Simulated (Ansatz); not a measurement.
Here is the system:

Cl:
Space group Cmce (No. 64); a = 6.5910 Å, b = 4.0720 Å, c = 8.0915 Å, α = β = γ = 90.00°

```tsv
atom	site	symmetry	x	y	z
Cl	8f	m..	0.0000	0.3755	0.1089
```
(The calculation used a cell of 4 atoms; values per cell refer to that cell.)

This is the PBE+D3(BJ)-relaxed structure.

Question: All from the program Ansatz at the PBE+D3(BJ) level (PAW), unless another level is named. Estimate the band gap.

Answer: 2.19 eV (direct).

Question: And the valence-band maximum?

Answer: at Γ.

The PBE+D3(BJ) relaxation kept the symmetry of its start. The substance is a gas or liquid at ambient conditions; this is its low-temperature solid.

Potentials: the later of the program's two PAW sets.
